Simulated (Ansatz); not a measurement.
**Question.** Each is relaxed and computed with HSE06 in the plane-wave PAW code Ansatz. Which alone has a direct gap?
A. BeS, wurtzite
B. GeS, zinc blende
C. PbS, zinc blende
D. HgS, zinc blende

**Answer.** D, HgS, zinc blende. HgS: gap 0.37 eV (direct); GeS: gap 0.39 eV (indirect); PbS: gap 1.30 eV (indirect); BeS: gap 4.62 eV (indirect). Constructed cells (a structure type filled with these elements, in neither database checked): GeS, zinc blende; PbS, zinc blende; BeS, wurtzite. Not the usual ambient phase: PbS, zinc blende. All cells were relaxed under the symmetry of their starts (and spin orders); stability against distortions was not tested throughout. Spin–orbit coupling is left out wherever it is not named.

Potentials: the later of the program's two PAW sets.
